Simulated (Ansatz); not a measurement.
Rh:
```
Rh
1.0
    0.00000     1.89414     1.89414
    1.89414     0.00000     1.89414
    1.89414     1.89414     0.00000
Rh
1
Direct
  0.00000   0.00000   0.00000
```

Relaxed with r²SCAN+D4. Special points in fractions of this cell's reciprocal vectors: Γ (0.000, 0.000, 0.000); X (0.500, 0.000, 0.500); U (0.625, 0.250, 0.625); K (0.375, 0.375, 0.750); L (0.500, 0.500, 0.500); W (0.500, 0.250, 0.750).

List the band energies nearest the Fermi level at these points for r²SCAN+D4 (plane waves, PAW; program Ansatz).

In eV from the Fermi level; about four levels below and three above (degenerate sets whole), none deeper than 8.9 eV; … stands for higher levels left out; points with the same levels are listed once.

```csv
k,below,above
Γ,-8.24 -3.23 -3.23 -3.23,…
X,-6.65 -6.28,0.51 …
U,-5.81 -5.01 -2.15 -0.78,…
L,-6.42 -3.35 -3.35,…
W,-5.29 -3.99 -3.99 -1.31,…
```

Space group Fm-3m (fcc (Cu type)). The r²SCAN+D4 relaxation kept the symmetry of its start. The run is not spin-polarised. The pairwise dispersion correction was not fitted to metals. Scalar-relativistic: spin–orbit coupling is off unless named, which matters more the heavier the elements.

Potentials: the earlier of the program's two PAW sets.
